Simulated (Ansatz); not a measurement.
Ni:
```yaml
crystal:
  lattice:
    - [0.00000, 1.71205, 1.71205]
    - [1.71205, 0.00000, 1.71205]
    - [1.71205, 1.71205, 0.00000]
  atoms:
    - { symbol: Ni, position: [0.00000, 0.00000, 0.00000], spin: 0.6 }
```

Relaxed with LDA.

**Question.** Which orbitals make up the states near the Fermi level in LDA (plane waves, PAW; program Ansatz)?

**Answer.** Within 0.5 eV of the Fermi level: Ni 3d 95 %. Projections are on Löwdin-orthogonalised atomic valence shells; empty p or d shells of many metals are not among them.

**Question.** Tabulate the density of states.

**Answer.** States/eV per cell of 1 atom, in 0.25 eV bins, energy from the Fermi level.

```csv
E (eV),total,Ni 3d,Ni 4s
-7.85,0.10,0.00,0.09
-7.60,0.11,0.00,0.10
-7.35,0.12,0.01,0.11
-7.10,0.13,0.01,0.12
-6.85,0.14,0.01,0.13
-6.60,0.16,0.02,0.14
-6.35,0.18,0.03,0.15
-6.10,0.20,0.04,0.16
-5.85,0.24,0.06,0.17
-5.60,0.30,0.10,0.19
-5.35,0.43,0.21,0.22
-5.10,0.69,0.43,0.24
-4.85,0.89,0.64,0.24
-4.60,1.11,0.88,0.21
-4.35,1.31,1.12,0.16
-4.10,1.46,1.31,0.12
-3.85,1.52,1.41,0.06
-3.60,1.55,1.46,0.04
-3.35,1.56,1.48,0.03
-3.10,1.77,1.65,0.04
-2.85,1.89,1.76,0.06
-2.60,2.34,2.17,0.08
-2.35,2.50,2.35,0.07
-2.10,2.16,2.01,0.07
-1.85,2.18,2.06,0.05
-1.60,2.30,2.20,0.05
-1.35,2.05,1.97,0.04
-1.10,2.06,2.00,0.03
-0.85,2.41,2.35,0.03
-0.60,3.00,2.94,0.04
-0.35,1.52,1.47,0.04
-0.10,1.40,1.33,0.05
0.15,1.90,1.82,0.06
0.40,0.64,0.55,0.07
0.65,0.33,0.22,0.08
0.90,0.32,0.19,0.09
1.15,0.30,0.16,0.10
1.40,0.29,0.14,0.10
1.65,0.28,0.12,0.10
1.90,0.27,0.11,0.10
2.15,0.27,0.09,0.10
2.40,0.27,0.08,0.10
2.65,0.26,0.07,0.09
2.90,0.25,0.07,0.09
3.15,0.24,0.06,0.08
3.40,0.23,0.05,0.08
3.65,0.22,0.04,0.07
3.90,0.21,0.04,0.06
4.15,0.20,0.03,0.06
4.40,0.19,0.03,0.05
4.65,0.18,0.03,0.04
```

Space group Fm-3m (fcc (Cu type)). The LDA relaxation kept the symmetry of its start. The final state is ferromagnetic, chosen from 3 collinear starts compared on coarse meshes (ties went to the first, and starts can fall back to one state), not a proven ground state. Textbook magnetic order: ferromagnetic.

Potentials: the later of the program's two PAW sets.
